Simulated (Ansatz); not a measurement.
## Computed map of one atom of the cell: SnSe2 (CdI2 type)

SnSe2 (CdI2 type)

```
SnSe2
1.0
    7.68056     0.00000     0.00000
   -1.92014     3.32578     0.00000
    0.00000     0.00000     6.00569
Sn Se
2 4
Direct
  0.00000   0.00000   0.00000
  0.50000   0.00000   0.00000
  0.16667   0.66667   0.26533
  0.66667   0.66667   0.26533
  0.33333   0.33333   0.73467
  0.83333   0.33333   0.73467
```

Two-dimensional scan of atom 1 (Sn, nearest neighbour Se at 2.730 Å; its periodic images, 3.8 Å or more away, move with it): u runs along (1.000, 0.000, 0.000), v along (0.000, 1.000, 0.000) (Cartesian). Cell and other atoms are fixed.

Calculation: PBE-D3(BJ) (plane waves to 420 eV, PAW, scalar-relativistic; Ansatz, a program for electronic structure). k mesh 4×8×5 (Γ-centred), Fermi-Dirac smearing 0.05 eV. E stands for the smeared free energy. Points where atoms come too close for the PAW data are left out (x in tables, blank in figures). As the smearing reaches across the gap at some points, energies and forces of such displacements shift with the k mesh and the smearing. Fu and Fv are the components of the force on the atom. SnSe2 was relaxed with its symmetry unable to fall. ΔE is measured from the undisplaced structure. Axes are in Å.

ΔE (meV/cell), with u across and v down:

```
v \ u   -0.900  -0.600  -0.300  0.000  0.300  0.600  0.900
------  ------  ------  ------  -----  -----  -----  -----
-0.900       x    5876    4131   3292   3097   3867      x
-0.600    6777    3761    2040   1298   1386   2486   4987
-0.300    4889    2340     866    297    543   1715   4015
0.000     3901    1647     390      0    390   1647   3901
0.300     4015    1715     543    297    866   2340   4889
0.600     4987    2486    1386   1298   2040   3761   6777
0.900        x    3867    3097   3292   4131   5876      x
```

Fu (eV/Å), with u across and v down:

```tsv
v \ u	-0.900	-0.600	-0.300	0.000	0.300	0.600	0.900
-0.900	x	7.97	4.02	1.74	-0.63	-4.92	x
-0.600	12.42	7.74	3.94	1.10	-1.79	-5.78	-11.03
-0.300	10.35	6.63	3.31	0.54	-2.25	-5.69	-9.68
0.000	9.22	5.80	2.66	0.00	-2.66	-5.80	-9.22
0.300	9.68	5.69	2.25	-0.54	-3.31	-6.63	-10.35
0.600	11.03	5.78	1.79	-1.10	-3.94	-7.74	-12.42
0.900	x	4.92	0.63	-1.74	-4.02	-7.97	x
```

Key numbers:

Principal force constants in the plane (five-point differences of the forces): 5.4 and 9.6 eV/Å². Softest direction at the centre: 120° from u towards v. Centre of the map: a minimum. Lowest place on the grid: u = 0.000 Å, v = 0.000 Å (0 meV/cell).

(A displaced cell: forces are minus the slopes of the energy, force constants its curvatures, and phonons follow from these.)
